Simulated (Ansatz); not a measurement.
The start is a generated trial cell of Au in the AFLOW prototype A_tP4_129_ac (A_d). The cell and all atomic positions are relaxed at zero pressure with r2SCAN (plane waves to 500 eV, PAW, scalar-relativistic; Ansatz, a program for electronic structure). First-step values are on the input's coarse k-mesh.

Ansatz input (later rounds restart from its end on a renewed k-mesh):
Ansatz 0.2 input:
```yaml
crystal:
  lattice:
    - [4.6130597, 0, 0]
    - [0, 4.6130597, 0]
    - [0, 0, 3.1915553]
  atoms:
    - { symbol: Au, position: [0, 0, 0] }
    - { symbol: Au, position: [0.5, 0.5, 0] }
    - { symbol: Au, position: [0.5, 0, 0.375] }
    - { symbol: Au, position: [0, 0.5, 0.625] }
basis: { ecutwfc: 500, ecutrho_ratio: 4, xc_grid: 4, fft_grid_basis: typed }
kpoints: { mp_grid: { grid: [7, 7, 10] } }
hamiltonian:
  xc: r2scan
  dispersion: none
  pseudopotentials: { azcp: { folder: ./paw }, kind: paw }
scf: { occupations: { method: fermi_dirac, width: 0.05 } }
relax: { f_tol: 0.01, max_steps: 100, cell: { stress_tol: 0.02 } }
output: { forces: true, stress: true }
```

Task: How large is the pressure on the unrelaxed cell, and of which sign?

Result: +17.2 GPa (positive: the cell is compressed).

Task: What is the largest force in the starting geometry, and on which atom (counted from 1)?

Result: 2.39 eV/Å, on Au3, Au4 (atoms numbered as listed).

Task: Does the structure survive the relaxation? Give the final space group.

Result: The space group goes from P4/nmm (No. 129) to I4/mmm (No. 139); the end is AFLOW prototype A_tI2_139_a (A_a), with 1 atom in the primitive cell.

Task: By how much does the energy per atom fall from start to end?

Result: 0.26 eV/atom.

Task: How do the shortest distances between atoms change?

Result: The closest pairs of elements (up to four, under 3.6 Å), start → end: Au–Au 2.60 → 2.87 Å.

Task: Is the relaxed structure metallic? Give its gap.

Result: No gap (metallic).

Task: Give the final cell and atomic positions.

Result: 
```cif
data_Au2
_chemical_formula_sum 'Au2'
_space_group_name_H-M_alt 'I4/mmm'
_space_group_IT_number 139
_space_group_name_Hall '-I 4 2'
_cell_length_a 3.50407
_cell_length_b 3.50407
_cell_length_c 2.88666
_cell_angle_alpha 90.000
_cell_angle_beta 90.000
_cell_angle_gamma 90.000
loop_
_atom_site_label
_atom_site_type_symbol
_atom_site_symmetry_multiplicity
_atom_site_Wyckoff_symbol
_atom_site_fract_x
_atom_site_fract_y
_atom_site_fract_z
_atom_site_occupancy
Au1 Au 2 a 0.00000 0.00000 0.00000 1
```
(The calculation used a cell of 1 atom; values per cell refer to that cell.)

Final values are on a 21×21×21 k-mesh of the relaxed cell. No spin polarisation in the result.

The run could not lose the symmetry of its start; a randomly shaken copy of 2 atoms returns to this structure.

The relaxed structure here is a generated cell of Au: the first start was made by placing the elements on the sites of a structure type, and the end was not matched to a known phase here, so it may be hypothetical. Known forms of Au include space group No. 225.
